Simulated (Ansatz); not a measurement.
The relaxed structure here is a generated cell of As: the first start was made by placing the elements on the sites of a structure type, and the end was not matched to a known phase here, so it may be hypothetical. Known forms of As include space group No. 166.

The end point of a relaxation of As. Space group Pm-3m (No. 221), AFLOW prototype A_cP1_221_a (A_h). The numbers are results of r2SCAN (plane waves to 500 eV, PAW, scalar-relativistic; Ansatz, an electronic-structure program), not measurements.

```xyz
1
Lattice="2.7047 0.0000 0.0000 0.0000 2.7047 0.0000 0.0000 0.0000 2.7047" Properties=species:S:1:pos:R:3 pbc="T T T"
As     1.3524     1.3524     1.3524
```

| Item | Result |
|---|---|
| Volume per atom | 19.79 Å³ |
| Band gap | no gap (metallic) |
| Shortest distances | As–As 2.70 Å |
| k-mesh | 17×17×17 |

Band energies at high-symmetry points (eV from the Fermi level; labels of this space group; no spin-orbit coupling), from −5 eV up to 2.6 eV:

```
point                 energies
-----  -----------------------
Γ                            –
X                            –
M                  -4.56 -4.56
R      -4.96 -2.06 -2.06 -2.06
```

No spin polarisation in the result. The relaxed primitive cell holds an odd number of electrons. A magnetic state may lie lower.

The run could not lose the symmetry of its start: the end is stationary, and may be a saddle point rather than a minimum.
